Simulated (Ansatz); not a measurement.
GaPt$_{3}$:
```xyz
4
Lattice="3.9080 0.0000 0.0000 0.0000 3.9080 0.0000 0.0000 0.0000 3.9080" Properties=species:S:1:pos:R:3 pbc="T T T"
Ga     0.0000     0.0000     0.0000
Pt     0.0000     1.9540     1.9540
Pt     1.9540     0.0000     1.9540
Pt     1.9540     1.9540     0.0000
```

Relaxed with r²SCAN. Special points in fractions of this cell's reciprocal vectors: Γ (0.000, 0.000, 0.000); X (0.000, 0.500, 0.000); M (0.500, 0.500, 0.000); R (0.500, 0.500, 0.500).

Question: List the band energies nearest the Fermi level at these points for plane-wave PAW r²SCAN (Ansatz code).

Answer: In eV from the Fermi level; about four levels below and three above (degenerate sets whole), none deeper than 8.9 eV; points with the same levels are listed once.

```json
[
 {"k": "Γ", "below": "-2.35 -2.35 -2.35 -0.98 -0.98", "above": "0.11 0.12 0.12 0.12"},
 {"k": "X", "below": "-2.19 -2.19 -1.98 -0.83", "above": "0.69 3.39 5.70 5.70"},
 {"k": "M", "below": "-2.19 -1.67 -1.62 -0.82", "above": "1.75 1.75 6.74"},
 {"k": "R", "below": "-2.18 -2.18 -2.18 -1.71 -1.71 -0.20", "above": "0.18 0.18 0.18"}
]
```

Space group Pm-3m (Cu3Au type). The workflow started from a Materials Project entry (that database holds measured and hypothetical structures alike); the Crystallography Open Database copy checked does not list it. COD files the formula under space group No. 127. Whether it is the stable phase at ambient conditions was not checked. The cell was relaxed with r²SCAN under the symmetry of its start; its stability against distortions is not shown here. The run is not spin-polarised. Scalar-relativistic: spin–orbit coupling is off unless named, which matters more the heavier the elements.

Potentials: the later of the program's two PAW sets.
